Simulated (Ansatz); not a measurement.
AlV:
```xyz
2
Lattice="1.7241 -1.9465 0.0000 1.7241 1.9465 0.0000 0.0000 0.0000 4.0042" Properties=species:S:1:pos:R:3 pbc="T T T"
Al     0.0000     0.0000     0.0000
V      1.7241     0.0000     2.0021
```

This is the LDA-relaxed structure.

### Question
All from DFT-LDA in the program Ansatz with PAW potentials, unless another level is named. Predict the highest zone-centre frequency.

### Answer
345 cm⁻¹.

### Question
What about the Hill bulk and shear moduli?

### Answer
163 and 86.9 GPa.

Space group Cmmm. The first step of the workflow began from a Materials Project structure, measured or hypothetical; the Crystallography Open Database copy checked does not list it. With Al and V taken as one species the cell has the higher symmetry I4/mmm, so it may be an ordered model of a mixed-site phase. Its standing as an ambient phase is unchecked. The cell was relaxed with LDA under the symmetry of its start; whether a distortion lowers the energy is not shown. The run is not spin-polarised. As this level gives no gap, shear constants depend on the k-mesh and smearing (Fermi–Dirac, 0.1 eV here). As this level gives no gap, phonon frequencies hold no LO–TO term and depend on the k-mesh and smearing (Fermi–Dirac, 0.1 eV here).

Potentials: the later of the program's two PAW sets.
